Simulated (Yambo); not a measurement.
Yambo run on Rb2NaYF6 (space group Fm-3m, No. 225). The wavefunctions are PBEsol (Quantum ESPRESSO, PseudoDojo norm-conserving, 88 Ry, scalar-relativistic) ones on a 2×2×2 mesh (40 occupied bands); a = 6.3829 Å, b = 6.3829 Å, c = 6.3829 Å, α = 60.00°, β = 60.00°, γ = 60.00°.

Yambo input:

```
rim_cut
gw0
dyson
el_el_corr
HF_and_locXC
cohsex
em1s
RandQpts= 1000000
RandGvec= 1 Ry
EXXRLvcs= 88 Ry
VXCRLvcs= 352 Ry
Chimod= "HARTREE"
% BndsRnXs
 2 | 272 |
%
NGsBlkXs= 7 Ry
% LongDrXs
 1.0 | 1.0 | 1.0 |
%
ExtendOut
% QPkrange
 1 | 1 | 40 | 41 |
%
```

k points by index: 1 = Γ.

The o-*.qp file then holds:

```
#    K-point    Band    Eo [eV]    E [eV]    E-Eo [eV]    Vxc [eV]    Vnlxc [eV]    Sc|Eo [eV]    Re(Z)    Im(Z)
#
    1    40    0.000000    -4.200604    -4.200604    -22.07213    -29.83325    3.560515    1.000000    0.000000
    1    41    6.323639    6.900551    0.576912    -8.369858    -4.143392    -3.649554    1.000000    0.000000
```
(The two width columns are left out.) Convergence of these settings isn't established.

Geometry of the Materials Project entry, not relaxed at this level.
